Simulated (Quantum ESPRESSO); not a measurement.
# NbHf2O5F3: finding a planted mistake in a log

A calculation, not a measurement. The program is pw.x of Quantum ESPRESSO 7.5 (plane-wave density functional theory). The cell is made up: 11 atoms on a rutile lattice with one site empty, with randomly drawn elements, strain and displacements, not relaxed. PseudoDojo standard norm-conserving files (v0.5 for PBE, v0.4.1 for LDA and PBEsol) set the functional; there is no spin polarisation, spin-orbit coupling or dispersion term, and the masses in the input are unused placeholders.

The hafnium pseudopotential is less sure than the others, with forces about 3 percent (worst 6) and pressure in oxides about 1.5 GPa (worst 2.7) from a second method in checks, which no rerun with the same files tests.

Intended input:

```
&control calculation='scf', pseudo_dir='./dojo.nc.sr.pbe.v0_5.standard.upf', outdir='./o', disk_io='medium', tprnfor=.true., tstress=.true. /
&system ibrav=0, nat=11, ntyp=4, nbnd=50, ecutwfc=84.00895049, nosym=.true., tot_charge=0,
 occupations='smearing', smearing='fd', degauss=0.0018374661
/
&electrons conv_thr=7.350e-09, electron_maxstep=60, /
ATOMIC_SPECIES
F 1.0 F.upf
Hf 1.0 Hf.upf
Nb 1.0 Nb.upf
O 1.0 O.upf
CELL_PARAMETERS angstrom
4.7866 0.0 0.0
0.0 4.7866 0.0
0.0 0.0 6.3297
ATOMIC_POSITIONS angstrom
Nb 0.0172 0.0394 0.0012
Hf 2.3668 2.4623 1.5891
Hf 0.0096 -0.006 3.1237
O 1.5258 1.4634 0.0135
O 3.2696 3.3591 -0.0422
O 3.8511 1.008 1.5658
F 0.9549 3.9468 1.5332
F 1.4461 1.3407 3.2193
F 3.3388 3.3015 3.139
O 3.8466 0.9073 4.7693
O 0.9199 3.849 4.7576
K_POINTS automatic
5 5 4 1 1 1
```

The log is shortened where brackets say so; the opening notice, blank lines, dates and the lines on written files are dropped, and the path of the files is cut. It prints rydbergs, bohrs and kilobars, and counts compression as positive stress. Where no state is partly filled, the Fermi energy that it prints is only some level between the filled and the empty states on the mesh, and need not lie in the true gap.

Log of the intended run:

```
     Program PWSCF v.7.5
     Parallel version (MPI & OpenMP), running on       1 processor cores
     Number of MPI processes:                 1
     Threads/MPI process:                     1
     [start-up lines left out]
     bravais-lattice index     =            0
     lattice parameter (alat)  =       9.0454  a.u.
     unit-cell volume          =     978.6649 (a.u.)^3
     number of atoms/cell      =           11
     number of atomic types    =            4
     number of electrons       =        88.00
     number of Kohn-Sham states=           50
     kinetic-energy cutoff     =      84.0090  Ry
     charge density cutoff     =     336.0358  Ry
     scf convergence threshold =      7.3E-09
     mixing beta               =       0.7000
     number of iterations used =            8  plain     mixing
     Exchange-correlation= PBE
                           (   1   4   3   4   0   0   0)
     [axes and pseudopotential details left out]
   Cartesian axes
     site n.     atom                  positions (alat units)
         1        Nb     tau(   1) = (   0.0035934   0.0082313   0.0002507  )
         2        Hf     tau(   2) = (   0.4944637   0.5144152   0.3319893  )
         3        Hf     tau(   3) = (   0.0020056  -0.0012535   0.6525927  )
         4        O      tau(   4) = (   0.3187649   0.3057285   0.0028204  )
         5        O      tau(   5) = (   0.6830736   0.7017716  -0.0088163  )
         6        O      tau(   6) = (   0.8045586   0.2105879   0.3271215  )
         7        F      tau(   7) = (   0.1994944   0.8245519   0.3203109  )
         8        F      tau(   8) = (   0.3021142   0.2800944   0.6725651  )
         9        F      tau(   9) = (   0.6975306   0.6897380   0.6557891  )
        10        O      tau(  10) = (   0.8036184   0.1895500   0.9963857  )
        11        O      tau(  11) = (   0.1921823   0.8041198   0.9939414  )
     number of k points=    50  Fermi-Dirac smearing, width (Ry)=  0.0018
                       cart. coord. in units 2pi/alat
        k(    1) = (   0.1000000   0.1000000   0.0945266), wk =   0.0400000
        k(    2) = (   0.1000000   0.1000000   0.2835798), wk =   0.0400000
     [further k points left out]
     Dense  grid:   101813 G-vectors     FFT dimensions: (  54,  54,  72)
     Estimated max dynamical RAM per process >     165.46 MB
     Initial potential from superposition of free atoms
     starting charge      87.9939, renormalised to      88.0000
     Starting wfcs are   62 randomized atomic wfcs
     total cpu time spent up to now is       30.3 secs
     per-process dynamical memory:    98.0 Mb
     Self-consistent Calculation
     iteration #  1     ecut=    84.01 Ry     beta= 0.70
     Davidson diagonalization with overlap
     ethr =  1.00E-02,  avg # of iterations =  2.0
     total cpu time spent up to now is       86.0 secs
     total energy              =    -661.45476499 Ry
     estimated scf accuracy    <       5.42639051 Ry
     iteration #  2     ecut=    84.01 Ry     beta= 0.70
     Davidson diagonalization with overlap
     ethr =  6.17E-03,  avg # of iterations =  6.5
     total cpu time spent up to now is      177.0 secs
     total energy              =    -655.47840067 Ry
     estimated scf accuracy    <      62.08922894 Ry
     [iterations 3 to 15 left out]
     iteration # 16     ecut=    84.01 Ry     beta= 0.70
     Davidson diagonalization with overlap
     ethr =  1.81E-10,  avg # of iterations =  2.2
     total cpu time spent up to now is     1066.5 secs
     total energy              =    -664.45563984 Ry
     estimated scf accuracy    <       0.00000001 Ry
     iteration # 17     ecut=    84.01 Ry     beta= 0.70
     Davidson diagonalization with overlap
     ethr =  1.18E-11,  avg # of iterations =  5.1
     total cpu time spent up to now is     1133.9 secs
     End of self-consistent calculation
     [lines on levels left out]
     the Fermi energy is     9.0290 ev
!    total energy              =    -664.45563984 Ry
     estimated scf accuracy    <          3.6E-09 Ry
     smearing contrib. (-TS)   =      -0.00000000 Ry
     internal energy E=F+TS    =    -664.45563984 Ry
     The total energy is F=E-TS. E is the sum of the following terms:
     one-electron contribution =    -238.11332437 Ry
     hartree contribution      =     161.48211402 Ry
     xc contribution           =    -157.90981808 Ry
     ewald contribution        =    -429.91461141 Ry
     convergence has been achieved in  17 iterations
     Forces acting on atoms (cartesian axes, Ry/au):
     atom    1 type  3   force =    -0.09176055    0.08042622   -0.43796309
     atom    2 type  2   force =     0.08899368   -0.11411976   -0.23498211
     atom    3 type  2   force =    -0.09131471    0.05037868    0.34601834
     atom    4 type  4   force =    -0.08271963   -0.05747049    0.11767759
     atom    5 type  4   force =     0.05920917    0.05258877    0.15226181
     atom    6 type  4   force =     0.00974024   -0.01269855    0.03176009
     atom    7 type  1   force =     0.04202848   -0.05031628    0.04099450
     atom    8 type  1   force =     0.02620773    0.03368436   -0.03833441
     atom    9 type  1   force =     0.01711168    0.02084215    0.00616315
     atom   10 type  4   force =     0.07845995   -0.05958173    0.01114992
     atom   11 type  4   force =    -0.05595604    0.05626663    0.00525420
     Total force =     0.703113     Total SCF correction =     0.000166
     Computing stress (Cartesian axis) and pressure
          total   stress  (Ry/bohr**3)                   (kbar)     P=      -12.70
   0.00023129  -0.00038253   0.00013924           34.02      -56.27       20.48
  -0.00038253   0.00027175  -0.00002071          -56.27       39.98       -3.05
   0.00013924  -0.00002071  -0.00076205           20.48       -3.05     -112.10
     init_run     :     26.80s CPU     30.11s WALL (       1 calls)
     electrons    :   1045.01s CPU   1103.70s WALL (       1 calls)
     forces       :     11.13s CPU     11.25s WALL (       1 calls)
     stress       :     40.76s CPU     42.39s WALL (       1 calls)
     [timing details left out]
     PWSCF        :  18m44.03s CPU  19m50.15s WALL
     JOB DONE.
```

A second run was made from an input with one planted mistake. Its log:

```
     Program PWSCF v.7.5
     Parallel version (MPI & OpenMP), running on       1 processor cores
     Number of MPI processes:                 1
     Threads/MPI process:                     1
     [start-up lines left out]
     bravais-lattice index     =            0
     lattice parameter (alat)  =       9.0454  a.u.
     unit-cell volume          =     978.6649 (a.u.)^3
     number of atoms/cell      =           11
     number of atomic types    =            4
     number of electrons       =        88.00
     number of Kohn-Sham states=           50
     kinetic-energy cutoff     =      43.8787  Ry
     charge density cutoff     =     175.5148  Ry
     scf convergence threshold =      7.3E-09
     mixing beta               =       0.7000
     number of iterations used =            8  plain     mixing
     Exchange-correlation= PBE
                           (   1   4   3   4   0   0   0)
     [axes and pseudopotential details left out]
   Cartesian axes
     site n.     atom                  positions (alat units)
         1        Nb     tau(   1) = (   0.0035934   0.0082313   0.0002507  )
         2        Hf     tau(   2) = (   0.4944637   0.5144152   0.3319893  )
         3        Hf     tau(   3) = (   0.0020056  -0.0012535   0.6525927  )
         4        O      tau(   4) = (   0.3187649   0.3057285   0.0028204  )
         5        O      tau(   5) = (   0.6830736   0.7017716  -0.0088163  )
         6        O      tau(   6) = (   0.8045586   0.2105879   0.3271215  )
         7        F      tau(   7) = (   0.1994944   0.8245519   0.3203109  )
         8        F      tau(   8) = (   0.3021142   0.2800944   0.6725651  )
         9        F      tau(   9) = (   0.6975306   0.6897380   0.6557891  )
        10        O      tau(  10) = (   0.8036184   0.1895500   0.9963857  )
        11        O      tau(  11) = (   0.1921823   0.8041198   0.9939414  )
     number of k points=    50  Fermi-Dirac smearing, width (Ry)=  0.0018
                       cart. coord. in units 2pi/alat
        k(    1) = (   0.1000000   0.1000000   0.0945266), wk =   0.0400000
        k(    2) = (   0.1000000   0.1000000   0.2835798), wk =   0.0400000
     [further k points left out]
     Dense  grid:    38451 G-vectors     FFT dimensions: (  40,  40,  54)
     Estimated max dynamical RAM per process >      68.21 MB
     Check: negative core charge=   -0.000269
     Initial potential from superposition of free atoms
     starting charge      87.9939, renormalised to      88.0000
     Starting wfcs are   62 randomized atomic wfcs
     total cpu time spent up to now is       10.2 secs
     per-process dynamical memory:    43.4 Mb
     Self-consistent Calculation
     iteration #  1     ecut=    43.88 Ry     beta= 0.70
     Davidson diagonalization with overlap
     ethr =  1.00E-02,  avg # of iterations =  2.0
     total cpu time spent up to now is       33.1 secs
     total energy              =    -660.76198260 Ry
     estimated scf accuracy    <       4.55966914 Ry
     iteration #  2     ecut=    43.88 Ry     beta= 0.70
     Davidson diagonalization with overlap
     ethr =  5.18E-03,  avg # of iterations =  6.6
     total cpu time spent up to now is       65.2 secs
     total energy              =    -655.20122044 Ry
     estimated scf accuracy    <      55.35109879 Ry
     [iterations 3 to 15 left out]
     iteration # 16     ecut=    43.88 Ry     beta= 0.70
     Davidson diagonalization with overlap
     ethr =  1.51E-10,  avg # of iterations =  2.7
     total cpu time spent up to now is      394.3 secs
     total energy              =    -663.22606754 Ry
     estimated scf accuracy    <       0.00000002 Ry
     iteration # 17     ecut=    43.88 Ry     beta= 0.70
     Davidson diagonalization with overlap
     ethr =  2.49E-11,  avg # of iterations =  3.3
     total cpu time spent up to now is      417.8 secs
     End of self-consistent calculation
     [lines on levels left out]
     the Fermi energy is     9.1015 ev
!    total energy              =    -663.22606754 Ry
     estimated scf accuracy    <          4.2E-09 Ry
     smearing contrib. (-TS)   =      -0.00000000 Ry
     internal energy E=F+TS    =    -663.22606754 Ry
     The total energy is F=E-TS. E is the sum of the following terms:
     one-electron contribution =    -235.70968660 Ry
     hartree contribution      =     159.91096450 Ry
     xc contribution           =    -157.51273403 Ry
     ewald contribution        =    -429.91461141 Ry
     convergence has been achieved in  17 iterations
     Forces acting on atoms (cartesian axes, Ry/au):
     atom    1 type  3   force =    -0.09347277    0.08031050   -0.43731108
     atom    2 type  2   force =     0.08825547   -0.11503231   -0.23434030
     atom    3 type  2   force =    -0.09472145    0.04891905    0.34614850
     atom    4 type  4   force =    -0.08296231   -0.06037665    0.11622584
     atom    5 type  4   force =     0.06093458    0.05421849    0.15144709
     atom    6 type  4   force =     0.00696236   -0.01033453    0.03302684
     atom    7 type  1   force =     0.04709133   -0.05207983    0.04109616
     atom    8 type  1   force =     0.02770665    0.03398464   -0.03856661
     atom    9 type  1   force =     0.02016802    0.02389413    0.01164784
     atom   10 type  4   force =     0.07213832   -0.05622060    0.00793220
     atom   11 type  4   force =    -0.05210020    0.05271713    0.00269352
     Total force =     0.702489     Total SCF correction =     0.000188
     Computing stress (Cartesian axis) and pressure
          total   stress  (Ry/bohr**3)                   (kbar)     P=     -727.65
  -0.00463077  -0.00038326   0.00014224         -681.21      -56.38       20.92
  -0.00038326  -0.00459753  -0.00001857          -56.38     -676.32       -2.73
   0.00014224  -0.00001857  -0.00561116           20.92       -2.73     -825.43
     init_run     :      9.49s CPU     10.02s WALL (       1 calls)
     electrons    :    378.99s CPU    407.57s WALL (       1 calls)
     forces       :      3.69s CPU      3.73s WALL (       1 calls)
     stress       :     16.70s CPU     16.80s WALL (       1 calls)
     [timing details left out]
     PWSCF        :   6m49.19s CPU   7m18.62s WALL
     JOB DONE.
```

Question: what was wrong in the second input?

Answer: the plane-wave cutoff is too low. The input lines that differ, file-writing options aside:

```
- &system ibrav=0, nat=11, ntyp=4, nbnd=50, ecutwfc=84.00895049, nosym=.true., tot_charge=0,
+ &system ibrav=0, nat=11, ntyp=4, nbnd=50, ecutwfc=43.87869068, nosym=.true., tot_charge=0,
```

```
                                            intended run  run with the mistake
                          free energy (eV)     -9040.380             -9023.650
                    smearing term -TS (eV)        0.0000                0.0000
                            pressure (GPa)         -1.27                -72.77
            largest force component (eV/Å)        11.260                11.244
largest change of a force component (eV/Å)                               0.163
                                iterations            17                    17
```

For scale, a rerun of the intended cell at 1467 eV and a 7 x 7 x 6 mesh moved values by no more than 0.004 eV in energy, 0.03 GPa in stress and 0.002 eV/Å in force.